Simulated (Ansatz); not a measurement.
# NiCl4: input and output

Input file of Ansatz 0.2.0:

```yaml
crystal:
  lattice:
    - [3.968377, 4.167071, 0.0]
    - [3.968377, -4.167071, 0.0]
    - [0.0, 0.0, -3.563481]
  atoms:
    - { symbol: Cl, position: [0.1894, 0.8106, 0.5] }
    - { symbol: Cl, position: [0.8106, 0.1894, 0.5] }
    - { symbol: Ni, position: [0.0, 0.0, 0.0] }
    - { symbol: Cl, position: [0.2852, 0.2852, 0.0] }
    - { symbol: Cl, position: [0.7148, 0.7148, 0.0] }
  symmetry: { tolerance: 0.0003 }
kpoints:
  mp_grid: { grid: [6, 6, 9], shift: [0, 0, 0] }
  band_path:
    path:
      - [0.0, 0.0, 0.0]
      - [0.5, -0.5, 0.0]
      - [0.52327257, -0.47672743, 0.0]
      - [0.47672743, 0.47672743, 0.0]
      - [0.0, 0.0, 0.0]
      - [0.0, 0.0, -0.5]
      - [0.47672743, 0.47672743, -0.5]
      - [0.52327257, -0.47672743, -0.5]
      - [0.5, -0.5, -0.5]
      - [0.5, -0.5, 0.0]
      - [0.0, 0.0, 0.0]
    npoints: 6
magnetization:
  spin_polarized: false
scf:
  occupations: { method: fermi_dirac }
  lower_state_search: "off"
  max_iter: 200
hamiltonian:
  pseudopotentials: { kind: paw }
  xc: pbe
basis:
  ecutwfc: 420
  fft_grid_basis: typed
output:
  forces: true
  stress: true
  eigenvalues: true
  bader: true
  populations: true
  elf: true
  write_potential: true
  volumetric_format: npy
  dos:
    e_range: [-12, 8]
    de: 0.05
    projected: { site_lists: { Cl: [Cl], Ni: [Ni] } }
checkpoint:
  read: saved_state
```

The saved state is an earlier solution for the same cell, perhaps on another mesh. 

Excerpt of what it printed:

```
SCF iter   1: F=—  Δρ=1.24e-3  dr2=1.45e-3
SCF iter   2: F=—  Δρ=3.73e-4  dr2=6.99e-5
SCF iter   3: F=—  Δρ=2.47e-4  dr2=6.12e-5
SCF iter   4: F=—  Δρ=4.54e-5  dr2=2.08e-6
SCF iter   5: F=—  Δρ=3.76e-5  dr2=1.33e-6
SCF iter   6: F=—  Δρ=1.07e-5  dr2=1.08e-7
SCF iter   7: F=-10158.9067 eV  Δρ=9.25e-6  dr2=7.53e-8
Free energy (F): -10158.9067 eV
Harris-Foulkes:  -10158.9067 eV  (|F-HF|=7.23e-8)
Internal energy: -10158.7242 eV  (E = F + TS)
E sigma→0 (E₀):  -10158.8155 eV
Entropy (-TS):   -0.1825 eV (-36.491 meV/atom)
Fermi energy:    2.5515 eV
--- Per-component energies (eV) ---
  E_band       = -650.6647
  E_kinetic    = 913.1845
  E_local      = -7284.8119  (includes V_loc(G=0)·N_el)
  E_nonlocal   = 748.0293
  E_hartree    = 3034.2365
  E_xc         = -506.7518
  E_vxc        = -588.6379  (∫ρ·V_xc dr)
  E_paw        = -4263.3799  (= ΣΔE_a)
  E_vpaw       = -506.9289  (= ΣTr[D̂ρ^β])
  E_aug_tail   = 0.0009  (compensation charges beyond the density's cutoff)
  E_ewald      = -2799.2319
  E_smearing   = -0.1825  (= −TS)
--- Forces (eV/Å), atoms counted from 1 ---
  atom   1  Cl     0.0000    -0.6857     0.0000
  atom   2  Cl     0.0000     0.6857     0.0000
  atom   3  Ni     0.0000     0.0000     0.0000
  atom   4  Cl    -0.6046     0.0000     0.0000
  atom   5  Cl     0.6046     0.0000     0.0000
--- Stress (GPa, compression-positive) ---
       -3.6850       0.0000       0.0000
        0.0000      -2.2195       0.0000
        0.0000       0.0000      -4.8712
  P = ⅓ Tr σ = -3.5919 GPa (-35.919 kbar)
--- Löwdin populations: 5 sites ---
  site symbol       q [e]
     0     Cl      7.1450
     1     Cl      7.1450
     2     Ni     17.0520
     3     Cl      7.2303
     4     Cl      7.2303
  spilling = 0.0043 (of n_electrons = 46.0000)
--- Bader charges: 5 sites ---
  site symbol  charge [e]  shift [e]
     0     Cl     -0.2382     0.0004
     1     Cl     -0.2382     0.0004
     2     Ni      1.0149     0.0002
     3     Cl     -0.2693     0.0005
     4     Cl     -0.2693     0.0005
```

Origin: a known structure type with other elements, at an estimated volume, so it need not be a known compound. Caveats: no spin polarisation, so a magnetic state may lie lower.
